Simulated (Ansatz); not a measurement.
Starting cell, CoSn (CoSn type, space group P6/mmm):

```
CELL_PARAMETERS angstrom
      5.24162     0.00000     0.00000
     -2.62081     4.53938     0.00000
      0.00000     0.00000     4.18794
ATOMIC_POSITIONS crystal
  Co 0.50000 0.00000 0.00000
  Co 0.50000 0.50000 0.00000
  Co 0.00000 0.50000 0.00000
  Sn 0.00000 0.00000 0.00000
  Sn 0.33333 0.66667 0.50000
  Sn 0.66667 0.33333 0.50000
```

In this cell atom 2 (Co, nearest neighbour Sn at 2.583 Å; its periodic images, 4.2 Å or more away, move with it) is moved by s along Cartesian [110], unit vector (0.707, 0.707, 0.000); all other atoms and the cell stay fixed.

The numbers are results of r2SCAN (plane waves to 500 eV, PAW, scalar-relativistic; Ansatz, a program for electronic structure), not measurements. k mesh 8×8×9 (Γ-centred), Fermi-Dirac smearing 0.05 eV. With partly filled bands, energies and forces of such displacements shift with the k mesh and the smearing. F∥ is the force on the atom along that direction. F⊥ is the part of the force across the line. CoSn is run without spin polarisation. CoSn was relaxed with its symmetry unable to fall. 

| s (Å) | F∥ (eV/Å) | |F⊥| (eV/Å) |
|---|---|---|
| -0.260 | 2.152 | 0.168 |
| -0.208 | 1.594 | 0.174 |
| -0.156 | 1.119 | … |
| -0.104 | 0.709 | 0.113 |
| -0.052 | 0.343 | 0.060 |
| 0.000 | 0.000 | 0.000 |
| 0.052 | -0.343 | 0.060 |
| 0.104 | -0.709 | 0.113 |
| 0.156 | -1.119 | … |
| 0.208 | -1.594 | 0.174 |
| 0.260 | -2.152 | 0.168 |

Task: Fill in the missing entries.

Result: 
- -0.156, |F⊥| (eV/Å): 0.154
- 0.156, |F⊥| (eV/Å): 0.154

(For displaced atoms, the force is minus the slope of the energy, and its curvature is a force constant, which sets phonon frequencies.)
